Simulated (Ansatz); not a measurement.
**How much do the gradients of K2TiI6O18 depend on the method?**

Cell: a measured structure from the Crystallography Open Database (COD) whose atoms were relaxed with PBE, the cell held.

```cif
data_K2TiI6O18
_symmetry_space_group_name_H-M 'R-3:H'
_symmetry_Int_Tables_number 148
_cell_length_a 11.2703
_cell_length_b 11.2703
_cell_length_c 11.3514
_cell_angle_alpha 90.000
_cell_angle_beta 90.000
_cell_angle_gamma 120.000
loop_
_atom_site_label
_atom_site_type_symbol
_atom_site_symmetry_multiplicity
_atom_site_Wyckoff_symbol
_atom_site_fract_x
_atom_site_fract_y
_atom_site_fract_z
K K 6 c 0.0000 0.0000 0.1759
Ti Ti 3 b 0.0000 0.0000 0.5000
I I 18 f 0.3188 0.0525 0.3897
O10 O 18 f 0.1578 0.0662 0.3940
O16 O 18 f 0.3838 0.1441 0.5297
O22 O 18 f 0.4046 0.1931 0.2840
```

One atom of each set is listed; the run and its k-mesh use a cell of 27 atoms with edges of 7.53, 7.53, 7.53 Å.

First run. Method: Kohn–Sham DFT in Ansatz, PBE, plane waves and PAW, scalar-relativistic, 420 eV cutoff, Γ-centred 3×3×3 k-points, Fermi–Dirac smearing 0.02 eV.

```tsv
site	V_zz (10²¹ V/m²)	η
K	1.15	0.00
Ti	-0.70	0.00
I	-51.7	0.32
O10	12.41	0.09
O16	13.95	0.16
O22	15.26	0.25
```

Second run. The same atoms and settings, except that the gradients are read without the response of the frozen cores to their surroundings (frozen_core: stored), which the first run includes.

**Question.** Given the first result, estimate the second.

**Answer.** 

```csv
site,V_zz,η,change of V_zz
K,1.13,0.00,-0.02
Ti,-0.70,0.00,0.00
I,-50.1,0.31,+1.57
O10,12.74,0.09,+0.33
O16,14.33,0.16,+0.38
O22,15.67,0.25,+0.41
```

The largest change of V_zz is on I, from -51.7 to -50.1. In per cent, |V_zz| changes by -2 on K, 0 on Ti, -3 on I, +3 on O (all sites that start above 0.5).

Without spin–orbit coupling the gradients at and beside I can be off by some per cent, at some sites by more.
